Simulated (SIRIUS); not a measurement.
Input and output of a self-consistent single point for CdSe (F-43m, 2 atoms in the cell; from Materials Project mp-2691, changed as shown) (SIRIUS).

All values come from this method and carry its errors: LDA (PW92), PseudoDojo 0.4 standard norm-conserving LDA (tails mended) pseudopotentials (plane waves; SIRIUS).

The change in words: volume scaled by 1.02. Reference geometry (F-43m):
```
CELL_PARAMETERS angstrom
      0.00000     3.11510     3.11510
      3.11510     0.00000     3.11510
      3.11510     3.11510     0.00000
ATOMIC_POSITIONS crystal
  Cd 0.00000 0.00000 0.00000
  Se 0.75000 0.75000 0.75000
```

Reference input (self-consistent single point, DFT, LDA (PW92), plane waves, PseudoDojo 0.4 standard norm-conserving LDA (tails mended) pseudopotentials): parameters.ngridk = 6 6 6; parameters.xc_functionals = [XC_LDA_X, XC_LDA_C_PW]; parameters.gk_cutoff = 10.1 1/bohr; parameters.pw_cutoff = 20.2 1/bohr; parameters.smearing = gaussian; parameters.smearing_width = 0.000734986 Ha; potentials = PseudoDojo 0.4 standard norm-conserving LDA (tails mended) pseudopotentials; parameters.electronic_structure_method = pseudopotential; parameters.num_bands = 22; parameters.num_mag_dims = 0; parameters.num_dft_iter = 100; parameters.energy_tol = 1e-07 Ha. This run's input differs from it in these lines:

```diff
@@ -32,7 +32,7 @@
     "lattice_vectors": [
-      [0.0, 0.7071068048, 0.7071068048],
-      [0.7071068048, 0.0, 0.7071068048],
-      [0.7071068048, 0.7071068048, 0.0]
+      [0.0, 0.7071067927, 0.7071067927],
+      [0.7071067927, 0.0, 0.7071067927],
+      [0.7071067927, 0.7071067927, 0.0]
     ],
-    "lattice_vectors_scale": 8.32502,
+    "lattice_vectors_scale": 8.380156,
     "atom_coordinate_units": "A",
@@ -48,3 +48,3 @@
       "Se": [
-        [4.672644, 4.672644, 4.672644]
+        [4.7035905, 4.7035905, 4.7035905]
       ]
```

Log, with long lists cut:

```
[find] density tolerance         : 1e-06
[find] total energy tolerance    : 1e-07
[find] iter_solver_tol (initial) : 0.01
[find] iter_solver_tol (target)  : 1e-13
[find] num_dft_iter              : 100
Charges and magnetic moments
--------------------------------------------------------------------------------
total charge          : 36.000000
[find] | SCF iteration   0 out of 100|
[diagonalize] iterative solver tolerance (occupied, empty): 0.01 0.01
[diagonalize] average number of iterations: 5
[find] Charges and magnetic moments
[find] total charge          : 36.000000
[find] Energy
[find] smearing (-TS)                 :      -0.00000000
   [... lines left out ...]

[find] Charges and magnetic moments
[find] total charge          : 36.000000
[find] Energy
[find] smearing (-TS)                 :      -0.00000000
[find] Total energy                   :    -296.50214186 (Ha),    -593.00428371 (Ry)
[find] Free energy (E-TS)             :    -296.50214186 (Ha),    -593.00428371 (Ry)
[find] band gap (eV)                  :       0.14179083
[find] Efermi                         :       0.22958053
[find] iteration : 12, RMS (target) : 7.9325e-07 (1.0000e-06) , energy difference (target) : -8.2991e-12 (1.0000e-07)
[find] bands are converged : true
[find] iterative solver converged : true
[find] converged after 13 SCF iterations!
[find] Charges and magnetic moments
[find] total charge          : 36.000000
[find] Energy
[find] smearing (-TS)                 :      -0.00000000
[find] Total energy                   :    -296.50214186 (Ha),    -593.00428371 (Ry)
[find] Free energy (E-TS)             :    -296.50214186 (Ha),    -593.00428371 (Ry)
[find] band gap (eV)                  :       0.14179083
[find] Efermi                         :       0.22958053
[ground_state] === stress tensor components [kbar] ===
[ground_state] === stress_total ===
[ground_state]    55.146929    0.000000    0.000000
[ground_state]     0.000000   55.146929   -0.000000
[ground_state]     0.000000   -0.000000   55.146929
[ground_state] ==== total Forces in Ha/bohr =====
[ground_state] atom:    0, force:       0.0000000      0.0000000     -0.0000000
[ground_state] atom:    1, force:       0.0000000      0.0000000     -0.0000000
```

The run converged in 13 iterations. SIRIUS prints the stress tensor with tension positive. Against the reference run the free energy rises by 19.5 meV/atom, the pressure goes from -4.89 to -5.51 GPa and the gap on the mesh goes from 0.181 to 0.142 eV.

The structure comes from a collection of computed structures, made at another level of theory; the collection holds predicted forms beside known ones. Its lattice was then scaled.

Cost on one core: about 60 core-seconds (a rough figure).

The gap that the log prints is read on the run's mesh, which can miss the band edges or a crossing.

“Tails mended”: in these copies of the files the far tail of each local potential was reset to the Coulomb form.
